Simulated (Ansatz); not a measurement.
Relaxed PbO2 (space group Pbcn):

```
PbO2
1.0
    5.04284     0.00000     0.00000
    0.00000     5.82901     0.00000
    0.00000     0.00000     5.41070
Pb O
4 8
Direct
  0.50000   0.18653   0.75000
  0.50000   0.81347   0.25000
  0.00000   0.31347   0.25000
  0.00000   0.68653   0.75000
  0.26443   0.08750   0.43302
  0.73557   0.91250   0.56698
  0.23557   0.41250   0.93302
  0.76443   0.58750   0.06698
  0.76443   0.41250   0.56698
  0.23557   0.58750   0.43302
  0.73557   0.08750   0.06698
  0.26443   0.91250   0.93302
```

The atoms are displaced by Q × the pattern below (from a DFPT mode at Γ, largest move 1; Q in Å), at fixed cell.

```json
[
 {"atom": "Pb1", "x": "-0.003", "y": "0.000", "z": "-0.102"},
 {"atom": "Pb2", "x": "-0.003", "y": "0.000", "z": "-0.102"},
 {"atom": "Pb3", "x": "0.003", "y": "0.000", "z": "-0.102"},
 {"atom": "Pb4", "x": "0.003", "y": "0.000", "z": "-0.102"},
 {"atom": "O5", "x": "0.719", "y": "-0.212", "z": "0.662"},
 {"atom": "O6", "x": "0.719", "y": "-0.212", "z": "0.662"},
 {"atom": "O7", "x": "-0.719", "y": "0.212", "z": "0.662"},
 {"atom": "O8", "x": "-0.719", "y": "0.212", "z": "0.662"},
 {"atom": "O9", "x": "-0.719", "y": "-0.212", "z": "0.662"},
 {"atom": "O10", "x": "-0.719", "y": "-0.212", "z": "0.662"},
 {"atom": "O11", "x": "0.719", "y": "0.212", "z": "0.662"},
 {"atom": "O12", "x": "0.719", "y": "0.212", "z": "0.662"}
]
```

Level of theory: LDA (plane waves to 420 eV, PAW, scalar-relativistic; Ansatz, a program for electronic structure). k mesh 8×7×7 (Γ-centred), Fermi-Dirac smearing 0.05 eV. E stands for the smeared free energy. With partly filled bands, energies and forces of such displacements shift with the k mesh and the smearing. At this level the bands of PbO2 touch or barely overlap. PbO2 was relaxed with its symmetry unable to fall. Spin-orbit coupling is left out, though Pb is heavy. This is one of several known forms of PbO2; the measured ambient cells at hand have space group No. 136. The zero of ΔE is the undisplaced structure.

The scan covers Q from -0.180 to 0.180 Å in 13 points.

**Question.** Which space group does the distorted structure have?

**Answer.** Pca2_1 (No. 29), lowered from Pbcn.

**Question.** Is the energy the same for equal positive and negative displacements?

**Answer.** Even: the same for both signs.

**Question.** What is the energy change at Q = 0.180 Å?

**Answer.** 1667 meV/cell.

**Question.** What harmonic wavenumber does the curvature at Q = 0 give?

**Answer.** 437 cm⁻¹.

(For displaced atoms, the force is minus the slope of the energy, and its curvature is a force constant, which sets phonon frequencies.)
